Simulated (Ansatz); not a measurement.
AlN (wurtzite)

```
AlN
1.0
    6.21340     0.00000     0.00000
   -1.55335     2.69048     0.00000
    0.00000     0.00000     4.97846
Al N
4 4
Cartesian
  0.00000   1.79366   4.96150
  3.10670   1.79366   4.96150
  1.55335   0.89683   2.47227
  4.66005   0.89683   2.47227
  0.00000   1.79366   1.88288
  3.10670   1.79366   1.88288
  1.55335   0.89683   4.37211
  4.66005   0.89683   4.37211
```

The atoms are displaced by Q × the pattern below (from a DFPT mode at M = (0.5, 0.0, 0.0), largest move 1; Q in Å), at fixed cell. (q is in reciprocal vectors of the primitive cell; the cell shown is doubled to hold the pattern.)

```json
[
 {"atom": "Al1", "x": "-0.212", "y": "-0.122", "z": "-0.150"},
 {"atom": "Al2", "x": "0.212", "y": "0.122", "z": "0.150"},
 {"atom": "Al3", "x": "0.212", "y": "0.122", "z": "-0.150"},
 {"atom": "Al4", "x": "-0.212", "y": "-0.122", "z": "0.150"},
 {"atom": "N5", "x": "0.859", "y": "0.496", "z": "0.123"},
 {"atom": "N6", "x": "-0.859", "y": "-0.496", "z": "-0.123"},
 {"atom": "N7", "x": "-0.859", "y": "-0.496", "z": "0.123"},
 {"atom": "N8", "x": "0.859", "y": "0.496", "z": "-0.123"}
]
```

Method: r2SCAN (plane waves to 500 eV, PAW, scalar-relativistic; Ansatz, a quantum-chemistry and plane-wave program). k mesh 6×12×7 (Γ-centred), Fermi-Dirac smearing 0.05 eV. The energy includes the smearing's −TS. AlN was relaxed with its symmetry unable to fall. ΔE is measured from the undisplaced structure.

```tsv
Q (Å)	ΔE (eV/cell)
-0.180	2.203
-0.120	0.959
-0.060	0.237
0.000	0.000
0.060	0.237
0.120	0.959
0.180	2.203
```

Task: Which DFPT wavenumber at M = (0.5, 0.0, 0.0) belongs to this mode?
(A) 354 cm⁻¹
(B) 235 cm⁻¹
(C) 513 cm⁻¹
(D) 741 cm⁻¹

Result: D, 741 cm⁻¹. The curvature of the scan gives 741 cm⁻¹

(A displaced cell: forces are minus the slopes of the energy, force constants its curvatures, and phonons follow from these.)
